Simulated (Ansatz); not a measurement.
GeRh₂:
```xyz
12
Lattice="5.4960 0.0000 0.0000 0.0000 4.0061 0.0000 0.0000 0.0000 7.5785" Properties=species:S:1:pos:R:3 pbc="T T T"
Ge     4.3152     3.0046     0.7960
Ge     1.1808     1.0015     6.7825
Ge     3.9288     1.0015     4.5852
Ge     1.5672     3.0046     2.9933
Rh     2.5806     3.0046     5.3306
Rh     2.9154     1.0015     2.2479
Rh     0.1674     1.0015     1.5413
Rh     5.3286     3.0046     6.0372
Rh     1.8610     3.0046     0.5265
Rh     3.6350     1.0015     7.0520
Rh     0.8870     1.0015     4.3157
Rh     4.6090     3.0046     3.2628
```

Relaxed with r²SCAN.

Tabulate the valence density and the electron localisation function along the shortest Rh–Rh contact (2.81 Å), r²SCAN in the plane-wave PAW code Ansatz.



| distance from Rh (Å) | density (e/Å³) | ELF |
|---|---|---|
| 0.28 | 11.71 | 0.77 |
| 0.42 | 8.56 | 0.74 |
| 0.56 | 5.54 | 0.67 |
| 0.70 | 3.11 | 0.55 |
| 0.84 | 1.47 | 0.39 |
| 0.98 | 0.71 | 0.26 |
| 1.13 | 0.45 | 0.22 |
| 1.27 | 0.34 | 0.26 |
| 1.41 | 0.31 | 0.29 |
| 1.55 | 0.33 | 0.26 |
| 1.69 | 0.45 | 0.22 |
| 1.83 | 0.71 | 0.26 |
| 1.97 | 1.46 | 0.38 |
| 2.11 | 3.10 | 0.54 |
| 2.25 | 5.52 | 0.67 |
| 2.39 | 8.57 | 0.73 |
| 2.53 | 11.73 | 0.77 |

The density is the valence pseudo-density with augmentation charge, so density and ELF within about 1 Å of a nucleus are not all-electron values.

Space group Pnma. The first step of the workflow began from a Materials Project structure, measured or hypothetical; the Crystallography Open Database files this formula in space group No. 62, but the cells were not matched. Whether it is the stable phase at ambient conditions was not checked. The r²SCAN relaxation kept the symmetry of its start; whether a distortion lowers the energy is not shown. No spin polarisation was allowed.

Potentials: the later of the program's two PAW sets.
